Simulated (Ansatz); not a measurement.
**K2MnSe2 (Ibam)**

Computed with Ansatz (plane waves, PAW): LDA+U, U_eff = 4.0 eV (Dudarev form) on Mn d, fully localised double counting, collinear spin, scalar-relativistic, 420 eV, PAW set soft_2 (made for PBE), 4×4×4 mesh, Gaussian smearing of 0.05 eV.

```xyz
10
Lattice="-3.5830 6.5965 3.2200 3.5830 -6.5965 3.2200 3.5830 6.5965 -3.2200" Properties=species:S:1:pos:R:3 pbc="T T T"
K     2.4314    1.9313    0.0000
K     1.1516    4.6652    3.2200
K     2.4314   -1.9313    3.2200
K     1.1516    8.5278    0.0000
Mn    0.0000    0.0000    1.6100
Mn    0.0000    0.0000    4.8300
Se   -2.1622    5.1991    3.2200
Se    5.7452    1.3974    0.0000
Se    1.4208    1.3974    3.2200
Se    2.1622    5.1991    0.0000
```

The structure is that of a cell as deposited in COD, unrelaxed.

Cell and atoms stay fixed. Atoms count from 1 in the text and from 0 in parts of the program's output.

Two runs on this cell converged from different starts. The ends of their outputs, energies left out (λ are the eigenvalues of a shell's occupation matrix):

Run A:

```
Magnetization: 2.0000 μB (66.0000 up, 64.0000 down)
Absolute magnetization: 4.7445 μB (∫|ρ↑−ρ↓|, with the PAW one-centre terms)
Per-site moments (μB) at R_I (Å): [(0.00021, 1.35252), (0.00021, 1.35252), (-0.00003, 1.35252), (-0.00003, 1.35252), (0.94739, 1.05680), (0.94739, 1.05680), (-0.01337, 1.05680), (-0.01337, 1.05680), (-0.01003, 1.05680), (-0.01003, 1.05680)]
Fermi energy:    5.642452 eV
--- Forces (eV/Å), atoms counted from 1 ---
  atom   1  K     -0.06424520    -0.07784951     0.00445332
  atom   2  K      0.06424520     0.07784951    -0.00445332
  atom   3  K     -0.07106528     0.07057013    -0.00495661
  atom   4  K      0.07106528    -0.07057013     0.00495661
  atom   5  Mn     0.11434555    -0.00686343    -0.05073266
  atom   6  Mn    -0.11434555     0.00686343     0.05073266
  atom   7  Se    -0.37519665     0.39232432     0.06361336
  atom   8  Se     0.37519665    -0.39232432    -0.06361336
  atom   9  Se    -0.39885102    -0.39689905    -0.08205807
  atom  10  Se     0.39885102     0.39689905     0.08205807
--- Stress (GPa, compression-positive) ---
       -2.948609      -0.026286      -0.026981
       -0.026303      -2.933122      -0.227805
       -0.026972      -0.227792      -3.343341
  P = ⅓ Tr σ = -3.0750 GPa (-30.750 kbar)
--- Löwdin populations: 10 sites ---
  site symbol       q [e]    m [muB]
     0      K      8.2993     0.0011
     1      K      8.2993     0.0011
     2      K      8.3003    -0.0002
     3      K      8.3003    -0.0002
     4     Mn     14.1541     1.0317
     5     Mn     14.1541     1.0317
     6     Se     16.9770    -0.0205
     7     Se     16.9770    -0.0205
     8     Se     16.9770    -0.0168
     9     Se     16.9770    -0.0168
--- Occupation matrices: 2 shells (run DFT+U table (all-electron-ortho-atomic); ε = 2.00e-2, under-converged) ---
  Mn4 d_3D up     Tr n = 3.2771  λ = 0.154 0.163 0.981 0.987 0.992
  Mn4 d_3D dn     Tr n = 2.2571  λ = 0.079 0.097 0.121 0.980 0.981
  Mn5 d_3D up     Tr n = 3.2771  λ = 0.154 0.163 0.981 0.987 0.992
  Mn5 d_3D dn     Tr n = 2.2571  λ = 0.079 0.097 0.121 0.980 0.981
```

Run B:

```
Magnetization: 10.0000 μB (70.0000 up, 60.0000 down)
Absolute magnetization: 10.0450 μB (∫|ρ↑−ρ↓|, with the PAW one-centre terms)
Per-site moments (μB) at R_I (Å): [(0.01266, 1.35252), (0.01266, 1.35252), (0.01266, 1.35252), (0.01266, 1.35252), (4.34423, 1.05680), (4.34423, 1.05680), (0.03957, 1.05680), (0.03957, 1.05680), (0.03957, 1.05680), (0.03957, 1.05680)]
Fermi energy:    5.645444 eV
--- Forces (eV/Å), atoms counted from 1 ---
  atom   1  K     -0.03161443    -0.04211505     0.00000000
  atom   2  K      0.03161443     0.04211505     0.00000000
  atom   3  K     -0.03161443     0.04211505     0.00000000
  atom   4  K      0.03161443    -0.04211505     0.00000000
  atom   5  Mn     0.00000000     0.00000000     0.00000000
  atom   6  Mn     0.00000000     0.00000000     0.00000000
  atom   7  Se     0.03884719     0.00611722     0.00000000
  atom   8  Se    -0.03884719    -0.00611722     0.00000000
  atom   9  Se     0.03884719    -0.00611722     0.00000000
  atom  10  Se    -0.03884719     0.00611722     0.00000000
--- Stress (GPa, compression-positive) ---
       -1.551833       0.000000       0.000000
        0.000000      -1.724319       0.000000
        0.000000       0.000000      -1.127165
  P = ⅓ Tr σ = -1.4678 GPa (-14.678 kbar)
--- Löwdin populations: 10 sites ---
  site symbol       q [e]    m [muB]
     0      K      8.3004     0.0110
     1      K      8.3004     0.0110
     2      K      8.3004     0.0110
     3      K      8.3004     0.0110
     4     Mn     13.9592     4.6637
     5     Mn     13.9592     4.6637
     6     Se     17.0689     0.1200
     7     Se     17.0689     0.1200
     8     Se     17.0689     0.1200
     9     Se     17.0689     0.1200
--- Occupation matrices: 2 shells (run DFT+U table (all-electron-ortho-atomic); ε = 1.35e-4) ---
  Mn4 d_3D up     Tr n = 4.9703  λ = 0.991 0.991 0.993 0.997 0.998
  Mn4 d_3D dn     Tr n = 0.3486  λ = 0.041 0.044 0.067 0.097 0.101
  Mn5 d_3D up     Tr n = 4.9703  λ = 0.991 0.991 0.993 0.997 0.998
  Mn5 d_3D dn     Tr n = 0.3486  λ = 0.041 0.044 0.067 0.097 0.101
```

Which run lies higher in energy, by how much, and why?

Run A, by 568.8 meV/atom. Run A has 5 filled d spin orbitals, 1 more of one spin than of the other, a gap of 1.01 eV and a whole-number cell moment of 2 μB, as a collinear insulator must have; run B has 5 d electrons in filled orbitals, 5 of them unpaired, the high-spin filling, a gap of 1.54 eV and a whole-number cell moment of 10 μB, as a collinear insulator must have. Run A kept 2 symmetry operations, run B 8. Flag on run A: occupations loosely converged. On Mn5, N↑ − N↓ is 1.02 in size in run A against 4.62 in run B: with fewer parallel spins, run A lacks part of the exchange energy behind Hund's first rule. With J = 0 the Hubbard energy is (U/2) Σ λ(1 − λ), a penalty on fractional natural occupations. The sums Σ λ(1 − λ) over the cell's shells are 0.70 for run B and 1.22 for run A, which at U/2 = 2.00 eV give 1.40 and 2.44 eV per cell. Of the difference of 5.69 eV per cell, the Hubbard term gives 1.04 eV and all other terms 4.65 eV, so the Hubbard term itself makes little of it, though U shapes both states. The other terms are taken on each state's own density, so they aren't the result of a run without U.

No start opposed the Mn moments among themselves, so such orders weren't tried.

In the lower state the fixed cell carries a pressure of -1.5 GPa (the cell is larger than this level of theory would relax to); relaxing would change energies and could change the order of close states.

Run A started from: random orbitals: pairs of harmonics, lower spin (3+2 electrons), moments Mn5 1.00; Mn6 1.00 μB, occupations held for 12 iterations. Run B started from: typed shells with each spin channel wholly full or empty (5+0 electrons), moments Mn5 5.00; Mn6 5.00 μB, occupations held for 12 iterations. At this level the cell was started in 7 ways. Run B holds the lowest state found for this cell, which doesn't make it the ground state. The value of U was drawn from a range and not derived for this compound; another value can change gaps, moments and the order of states. The program marks an occupation table as loosely converged. Gaps are Kohn–Sham gaps over the k-mesh alone and may be smaller between its points.
